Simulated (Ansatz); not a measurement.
A relaxed cell of Hf2TaN2 is given with its symmetry left out. The cell was found from a structure generator's guess, not taken from experiment.

All numbers below come from Ansatz, DFT PBE, scalar-relativistic, plane waves, PAW. Cutoff 420 eV, Γ-centred mesh, Gaussian smearing, no spin polarisation.

```xyz
5
Lattice="1.5646 0.9033 8.2456 -1.5646 0.9033 8.2456 0.0000 -1.8067 8.2456" Properties=species:S:1:pos:R:3 pbc="T T T"
Hf    0.0000    0.0000   13.8911
Hf    0.0000    0.0000   10.8458
Ta    0.0000    0.0000    0.0000
N     0.0000    0.0000   17.7441
N     0.0000    0.0000    6.9928
```

Formation energies are uncorrected and refer to the elements' standard structures at the same level (N₂ as a molecule).

(1) Find its symmetry and describe it.

(2) How far does it lie from the elements in energy?

(3) Is it a metal?

Results:

(1) R-3m (No. 166). Conventional cell: a = 3.129 Å, c = 24.737 Å. Hf is surrounded by 3 N at 2.25 Å, 7 Hf at 3.05–3.13 Å and 3 Ta at 3.17 Å; around Ta lie 6 N at 2.20 Å, 6 Ta at 3.13 Å and 6 Hf at 3.17 Å; N is surrounded by 3 Ta at 2.20 Å and 3 Hf at 2.25 Å.

(2) −0.86 eV/atom. Whether it is stable depends on the other phases of the system, which aren't compared here.

(3) Yes, bands cross the Fermi level on the 12×12×12 mesh.

The last run used a 12×12×12 mesh for its 5-atom cell and Gaussian smearing of 0.10 eV. Spin–orbit coupling, which can matter for Hf and Ta, is left out. Symmetry constrained the relaxation, so the result can be a saddle point.
